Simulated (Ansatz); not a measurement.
Crystals of one structure type (rock salt) and one family of elements, relaxed and computed with plane-wave PAW PBE (Ansatz code).

| crystal | V (Å³/atom) | K_Hill (GPa) |
|---|---|---|
| LiF | 8.41 | 67.4 |
| NaF | 12.99 | 44.8 |
| LiCl | 17.08 | 31.8 |
| KF | 19.91 | ? |
| KBr | 37.69 | 13.5 |
| RbBr | 43.20 | 11.9 |
| KI | 46.31 | 10.6 |

Q: Fit a straight line to ln K against ln V and predict the withheld value.

A: Least squares on the 6 shown rows: ln K = -1.09 × ln V + (6.561), with a scatter of 2 %. For KF this gives 27.1. The run itself gave 29.0, outside the scatter: the line misses something about this case.

All cells were relaxed under the symmetry of their starts (and spin orders); stability against distortions was not tested throughout. Scalar-relativistic: spin–orbit coupling is off unless named, which matters more the heavier the elements.

Potentials: the later of the program's two PAW sets.
